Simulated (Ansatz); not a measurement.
Fields on a plane of PbAu2 (cubic Laves, MgCu2 type)

```xyz
6
Lattice="0.0000 3.9383 3.9383 3.9383 0.0000 3.9383 3.9383 3.9383 0.0000" Properties=species:S:1:pos:R:3 pbc="T T T"
Pb     1.9692     1.9692     1.9692
Pb     0.0000     0.0000     0.0000
Au     2.9537     2.9537     4.9229
Au     2.9537     4.9229     2.9537
Au     4.9229     4.9229     4.9229
Au     4.9229     2.9537     2.9537
```

The slice is a {110} plane (indices of the conventional cell) through the point (0.625, 0.625, 0.125) (fractional), spanned by u = [100] and v = [1 -1 -1] in vectors of this cell: u (5.57 Å) and v (7.88 Å, at 90° to u). It covers one period; positions are fractions (u, v).

Atoms on it: Au at (0.00, 0.00); Au at (0.50, 0.50).

Method: LDA (plane waves to 420 eV, PAW, scalar-relativistic; Ansatz, a first-principles code). k mesh 10×10×10. These are valence fields of a PAW run, semicore shells included where kept as valence: close to a nucleus they are smooth pseudo fields. PbAu2 was relaxed with its symmetry unable to fall. Spin-orbit coupling is left out, though Au and Pb are heavy.

```tsv
v \ u	0.00	0.09	0.17	0.26	0.35	0.43	0.52	0.61	0.70	0.78	0.87	0.96
0.88	x	2.1	8.3	9.8	9.0	7.2	6.6	8.1	9.6	9.5	6.0	<1.0
0.75	9.6	9.5	8.9	8.5	9.1	9.6	9.6	9.4	8.8	8.6	9.3	9.6
0.62	6.5	7.6	9.3	9.8	7.3	<1.0	x	4.2	9.0	9.8	8.5	6.8
0.50	7.9	8.7	9.9	7.8	x	x	x	x	1.8	9.6	9.4	8.1
0.38	6.5	7.6	9.3	9.8	7.3	<1.0	x	4.3	9.0	9.8	8.5	6.8
0.25	9.6	9.5	8.9	8.5	9.1	9.6	9.6	9.4	8.8	8.6	9.3	9.6
0.12	x	2.1	8.3	9.8	9.0	7.2	6.6	8.1	9.6	9.5	6.0	<1.0
0.00	x	x	x	9.1	9.7	8.4	8.0	9.0	9.9	5.8	x	x
```

Values: electrostatic potential energy of an electron, from the cell's mean, in eV. Points within 1 Å of a nucleus are blanked (x), as the pseudised field means little there. Values under 1 eV are set to 1. The zero, the cell's mean, hangs on the PAW cores.

```
v \ u  0.00  0.13  0.26  0.39  0.52  0.65  0.78  0.91
-----  ----  ----  ----  ----  ----  ----  ----  ----
0.94    0.9   0.2  -0.8  -0.9  -0.8  -1.0  -0.6   0.6
0.84   -0.5  -0.7  -0.8  -0.8  -0.8  -0.8  -0.8  -0.6
0.75   -0.9  -0.8  -0.7  -0.8  -0.9  -0.8  -0.7  -0.8
0.66   -0.7  -0.8  -0.8  -0.6  -0.5  -0.7  -0.8  -0.8
0.56   -0.8  -0.9  -0.7   0.4   0.9  -0.1  -0.9  -0.9
0.47   -0.9  -1.0  -0.7   0.7   1.1   0.2  -0.9  -0.9
0.38   -0.7  -0.8  -0.8  -0.3  -0.1  -0.5  -0.9  -0.8
0.28   -0.8  -0.8  -0.7  -0.8  -0.9  -0.8  -0.7  -0.8
0.19   -0.7  -0.8  -0.8  -0.8  -0.8  -0.8  -0.8  -0.8
0.09    0.5  -0.2  -0.8  -0.9  -0.8  -0.9  -0.7   0.2
0.00    1.2   0.5  -0.8  -1.0  -0.9  -1.0  -0.5   0.9
```

Values: log₁₀ of the valence density in e/Å³. The scale is logarithmic, as a density can span decades between atoms and voids.
